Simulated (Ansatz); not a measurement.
According to plane-wave PAW PBE (Ansatz code), GaP in the cubic phase (Pm-3n; Ga on 6c, P on 6d) relaxes to a = 6.785 Å. Against the elements it lies at -0.26 eV/atom, with no fitted shifts.

The Kohn–Sham gap is 0.96 eV (indirect). The valence maximum lies at Γ and the conduction minimum on the Γ–X line, 72 % of the way from Γ (6 equivalent valleys). Gap from PBE with spin–orbit coupling: 0.93 eV. Electrons at the band edge weigh 0.33, 0.33, 0.94 mₑ (principal values).

The bulk modulus is 58.5 GPa.

The start of the workflow was typed in or built on a structure type; neither database checked (COD, Materials Project) lists it. It is not the phase usual at ambient conditions (space group No. 216). The cell was relaxed with PBE under the symmetry of its start; its stability against distortions is not shown here. The volume moved by 26 % from the start of the relaxation. The references are the lowest solids computed at this level, not always the standard phases. Spin–orbit coupling is left out wherever it is not named.

Potentials: the earlier of the program's two PAW sets.
